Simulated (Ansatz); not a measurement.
## Relaxation path: Ga (bcc type)

DFT, LDA, PAW with Ansatz's default frozen-core files, scalar-relativistic (Ansatz 0.2.0); a Γ-centred 20×20×20 k mesh, Fermi–Dirac smearing of 0.1 eV, no spin polarisation. The run relaxes cell and atoms at a target pressure of 0 GPa.

Command: `ansatz run input.yaml --threads 1 --pin off --max-ram 3584MiB --backend cpu --events-out ev --progress --plain --runs-dir out` It took 7 s on 1 thread of Intel(R) Xeon(R) 6975P-C (Granite Rapids) (shared host), peak memory 0.41 GiB.

```yaml
crystal:
  lattice:
    - [-1.6809877034, 1.6809877034, 1.6809877034]
    - [1.6809877034, -1.6809877034, 1.6809877034]
    - [1.6809877034, 1.6809877034, -1.6809877034]
  atoms:
    - { symbol: Ga, position: [0.0, 0.0, 0.0] }
kpoints:
  mp_grid: { grid: [20, 20, 20] }
scf:
  occupations: { method: fermi_dirac, width: 0.1 }
hamiltonian:
  xc: lda
  pseudopotentials: { kind: paw }
output:
  forces: true
  stress: true
  write_density: true
  write_potential: true
  elf: true
  volumetric_format: npy
relax:
  f_tol: 0.005
  max_steps: 40
  cell: {}
```

Each step lists its free energy a cell above the last geometry, the pressure, the cell vectors (Å), and Cartesian positions (Å) with forces (eV/Å).

The first step:

```
step 1  dF = 25.55 meV  P = -4.58 GPa
  cell -1.6810 1.6810 1.6810  1.6810 -1.6810 1.6810  1.6810 1.6810 -1.6810
  Ga 0.0000 0.0000 0.0000   0.0000 0.0000 0.0000
```

The PAW files were made under PBE.

The symmetry of the start is kept and no stability test is made, so the end need not be the stable phase.

Problem. Where does the relaxation end, and by which steps?

Solution. After 3 geometries, with conventional a, b, c = 3.264, 3.264, 3.264 Å, at 17.388 Å³/atom (-8.48 % against the start) in space group Im-3m, with a shortest distance of 2.827 Å. The further steps:
```
step 2  dF = 0.02 meV  P = 0.20 GPa
  cell -1.6301 1.6301 1.6301  1.6301 -1.6301 1.6301  1.6301 1.6301 -1.6301
  Ga 0.0000 0.0000 0.0000   0.0000 0.0000 0.0000
step 3  dF = 0.00 meV  P = -0.04 GPa
  cell -1.6321 1.6321 1.6321  1.6321 -1.6321 1.6321  1.6321 1.6321 -1.6321
  Ga 0.0000 0.0000 0.0000   0.0000 0.0000 0.0000
step 4  dF = 0.28 meV  P = -0.04 GPa  (same geometry on a basis chosen anew; earlier energies don't compare to the last digit)
  cell -1.6321 1.6321 1.6321  1.6321 -1.6321 1.6321  1.6321 1.6321 -1.6321
  Ga 0.0000 0.0000 0.0000   0.0000 0.0000 0.0000
```
